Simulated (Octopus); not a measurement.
Al3Ti (I4/mmm, No. 139):
```xyz
4
Lattice="-1.9111 1.9111 4.2807 1.9111 -1.9111 4.2807 1.9111 1.9111 -4.2807" Properties=species:S:1:pos:R:3 pbc="T T T"
Ti     0.0000     0.0000     0.0000
Al     1.9111     1.9111     0.0000
Al     0.0000     1.9111     2.1403
Al     1.9111     0.0000     2.1403
```
The cell is a database entry, not relaxed again.

Level: LDA. Code: Octopus 16.4. Numerical set-up: grid spacing about 0.16 Å, Γ-centred 10×10×10 k-mesh, Fermi-Dirac smearing of 0.1 eV, no spin polarisation; PseudoDojo 0.4 LDA potentials.

Energies in eV against the Fermi level; 21 electrons a cell outside the pseudopotentials' cores.

```tsv
k-point (reduced)	band 7	band 8	band 9	band 10	band 11	band 12	band 13	band 14
Γ (0.000, 0.000, 0.000)	-2.59	-1.42	-1.24	-1.24	___	1.77	1.77	2.36
X (0.000, 0.000, 0.500)	-4.40	-3.73	-2.66	-2.20	___	1.73	1.90	2.73
P (0.250, 0.250, 0.250)	-4.81	-4.23	-1.81	-1.81	-1.15	___	1.73	1.90
N (0.000, 0.500, 0.000)	-3.60	-2.94	-1.06	-0.28	0.48	1.77	2.10	2.70
M (0.500, 0.500, -0.500)	-2.02	-0.90	-0.90	-0.24	0.68	0.68	0.96	3.09
S (0.300, 0.700, -0.300)	-5.56	-1.07	-0.76	-0.61	0.54	1.56	2.12	3.04
S0 (-0.300, 0.300, 0.300)	-5.56	-1.07	-0.76	-0.61	0.54	1.56	2.12	3.04
R (-0.100, 0.100, 0.500)	-4.91	-3.58	-2.21	-1.36	-0.87	1.66	1.87	2.21
G (0.500, 0.500, -0.100)	-4.91	-3.58	-2.21	-1.36	-0.87	1.66	1.87	2.21
```

### Question
What belongs in the gaps?

### Answer

- Γ (0.000, 0.000, 0.000), band 11: 0.84
- X (0.000, 0.000, 0.500), band 11: -1.00
- P (0.250, 0.250, 0.250), band 12: 0.89
